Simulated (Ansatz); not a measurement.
# Ta (Im-3m), comparing deformations

The calculation used DFT PBEsol, scalar-relativistic, plane waves, PAW (Ansatz). Cutoff 420 eV, Γ-centred 26×26×26 k-points, Gaussian smearing of 0.15 eV. Spin–orbit coupling is left out, which can shift energies with elements as heavy as these. No spin polarisation. Energies are free energies at this smearing, counted from the undisturbed cell; pressure is positive in compression.

The undisturbed cell (relaxed at this level; with this scan's settings it stands at 0.3 GPa):

```
CELL_PARAMETERS angstrom
-1.64026 1.64026 1.64026
1.64026 -1.64026 1.64026
1.64026 1.64026 -1.64026
ATOMIC_POSITIONS crystal
Ta 0.00000 0.00000 0.00000
```

The cell is strained by ε times a Voigt pattern (xx, yy, zz, yz, xz, xy; engineering shear) with fractional coordinates fixed. τ = (1/V0) dE/dε comes from the stress tensor. Of each scan, only the three points used here are listed.

```
           pattern        ε  τ (GPa)
(0, 0, 0, 0, 1, 0)  -0.0100    -0.77
(0, 0, 0, 0, 1, 0)   0.0000     0.00
(0, 0, 0, 0, 1, 0)   0.0150     1.15
(0, 1, 0, 0, 0, 0)  -0.0200    -6.39
(0, 1, 0, 0, 0, 0)   0.0000    -0.27
(0, 1, 0, 0, 0, 0)   0.0100     2.55
```

Problem. Which constants do the scans give, and which deformation costs least for the same size of strain tensor?

Solution. The slope dτ/dε at zero (parabola through three points) is pᵀCp: (0, 0, 0, 0, 1, 0) gives C44 = 77 GPa; (0, 1, 0, 0, 0, 0) gives C11 = 290 GPa. The size of the strain tensor, ε:ε, is ε² times 0.5, 1.0. Per unit of it the stiffnesses are 154, 290 GPa, so (0, 0, 0, 0, 1, 0) is the softest of these: at ε:ε = (1 %)² the quadratic term costs 0.85 meV/atom against 1.60 for the stiffest.

In a metal these slopes depend on the k mesh and the smearing.

Cost: 8 runs of about 2.8 core-minutes in all, on Intel Xeon Platinum 8259CL (Skylake/Cascade Lake) (shared hosts).